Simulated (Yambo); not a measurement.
## Convergence of the G0W0 gap of ScF$_{3}$

G0W0@LDA for ScF₃ (space group R-3c, No. 167) in Yambo. Reference settings: 2×2×2 Γ-centred k mesh, bands 3 to 197 and a 7 Ry block in the screening, 197 bands in G with the Bruneval-Gonze terminator, plasmon pole fitted at 27.2 eV. The LDA gap Γ → Γ on this mesh is 6.16 eV; G0W0 gaps are taken between the same points.

| change from the reference | G0W0 gap Γ → Γ (eV) | shift of the valence edge (eV) | rough Yambo cost |
|---|---|---|---|
| reference settings | 11.38 | -2.19 | 1 |
| 81 bands in W, 81 bands in G | 11.53 | -2.09 | about 1/2 |
| 131 bands in W, 131 bands in G | 11.40 | -2.14 | within a factor of two |
| 81 bands in G | 11.38 | -2.19 | – |
| 131 bands in G | 11.38 | -2.19 | – |
| 97 bands in W | 11.47 | -2.11 | about 1/2 |
| 1 Ry block | 14.21 | -3.88 | within a factor of two |
| 3 Ry block | 12.19 | -2.71 | within a factor of two |
| 6 Ry block | 11.40 | -2.20 | within a factor of two |
| pole fitted at 10 eV | 11.22 | -2.05 | – |
| no random integration | 11.20 | -1.86 | – |
| 81 bands in G, no terminator | 11.63 | -1.68 | – |
| no terminator | 11.50 | -1.99 | – |
| 131 bands in G, no terminator | 11.57 | -1.88 | – |

The reference isn't shown to be the converged limit. Costs are rough (shared machines), scaled to the same edge states, and given only for runs that recompute the screening.

Geometry of the Materials Project entry, not relaxed at this level; primitive cell a = b = c = 5.700 Å, α = β = γ = 60.03°.

The structure is a Materials Project entry; no match was found in the copy of COD used, and its stability was not checked.

A shift is the quasiparticle energy of the state minus its LDA energy.
